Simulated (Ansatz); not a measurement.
## Stress against strain in TiTc

```xyz
2
Lattice="3.1100 0.0000 0.0000 0.0000 3.1100 0.0000 0.0000 0.0000 3.1100" Properties=species:S:1:pos:R:3 pbc="T T T"
Ti    1.5550    1.5550    1.5550
Tc    0.0000    0.0000    0.0000
```

Atom numbers follow the list: Ti1, Tc2.

The geometry is COD entry 1527274, unchecked; take it as a test cell.

Spin polarisation is left out, and whether a magnetic state lies lower isn't shown here.

All numbers below come from DFT, PBEsol, all-electron LAPW, scalar-relativistic (Ansatz 0.2.0).

Settings: a Γ-centred 12×12×12 k mesh, Fermi–Dirac smearing of 0.08 eV, basis error target 0.25 meV/atom, no spin polarisation.

The strain is applied along the Cartesian axes of the cell as listed (γ is the engineering shear, twice εxy = εyz = εzx). Fractional coordinates are held (clamped ions).

σ is the change of stress from the unstrained cell, which is at -8.12 GPa; tension is positive, so slopes are stress–strain coefficients at that pressure. In a metal the k mesh adds noise.

Only quantities that a quadratic follows smoothly over the whole series are listed; rougher ones are left out.

```csv
γ,σxy (GPa)
-0.0200,-1.23
-0.0100,-0.58
0.0000,0.00
0.0200,0.95
```

Q: Fit the series and read off the stiffness at zero strain.

A: Least-squares fits y = p0 + p1 x + p2 x² to the rows give σxy (GPa): p1 = 54.5, p2 = -350. So C44 (clamped ions) = 54 GPa.

Q: One run, at γ = 0.0100, is withheld. Predict its row.

A: The fits give 0.51; the run gave 0.51.
